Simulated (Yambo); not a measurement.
Absorption of a free-standing PtS$_{2}$ monolayer (symmetry P-3m1, slab cell 15.5 Å high) with and without the electron-hole interaction (Yambo, PBEsol bands; 18×18×1 mesh, 6 valence and 4 conduction bands, static screening with 46 bands and a 3 Ry block, scissor 1.16 eV, Tamm-Dancoff, stochastic integration of W near q = 0; field along x).

```tsv
E (eV)	Im α, BSE (Å)	Im α, independent quasiparticles (Å)
1.35	0.36	0.12
1.45	0.43	0.13
1.55	0.51	0.14
1.65	0.63	0.16
1.75	0.79	0.17
1.85	1.02	0.19
1.95	1.39	0.22
2.05	2.01	0.25
2.15	3.20	0.28
2.25	5.88	0.33
2.35	13.3	0.39
2.45	29.9	0.47
2.55	25.0	0.58
2.65	13.0	0.75
2.75	9.58	1.01
2.85	9.71	1.46
2.95	8.05	2.36
3.05	7.97	4.61
3.15	6.90	9.87
3.25	5.69	13.2
3.35	4.93	12.9
3.45	5.50	12.1
3.55	6.37	11.8
3.65	5.36	11.1
3.75	4.69	9.54
3.85	4.52	7.90
3.95	4.26	7.39
4.05	3.82	8.09
4.15	4.00	8.49
4.25	3.98	8.07
4.35	4.02	7.25
4.45	3.80	6.90
4.55	3.54	6.22
4.65	3.06	5.50
4.75	3.30	4.48
4.85	2.63	4.54
4.95	2.27	4.72
5.05	1.96	4.95
5.15	1.83	4.38
5.25	1.43	3.94
5.35	1.25	4.07
5.45	1.24	3.88
5.55	1.49	3.53
5.65	1.97	3.37
5.75	1.35	3.25
5.85	1.34	2.83
5.95	1.53	2.50
6.05	1.67	2.06
6.15	2.18	1.86
6.25	1.90	1.60
6.35	1.91	1.51
6.45	2.74	1.48
6.55	3.01	1.44
6.65	3.69	1.57
6.75	3.10	1.97
6.85	3.36	2.24
6.95	3.10	2.25
7.05	3.64	1.93
7.15	3.19	2.04
7.25	2.80	2.20
7.35	2.38	2.66
7.45	1.89	2.78
7.55	1.82	2.96
7.65	1.63	3.44
7.75	1.48	3.46
```

The scissor comes from a G0W0 run whose convergence isn't established. Broadening 0.1 eV. The band window holds all transitions up to 7.8 eV. Fine structure above the onset can come from the mesh.

Spin-orbit coupling is left out, which matters for elements this heavy: edges can move by tenths of an eV.

Geometry relaxed with PBEsol; primitive cell a = b = 3.5345 Å, c = 15.5000 Å, α = β = 90.00°, γ = 120.00°.
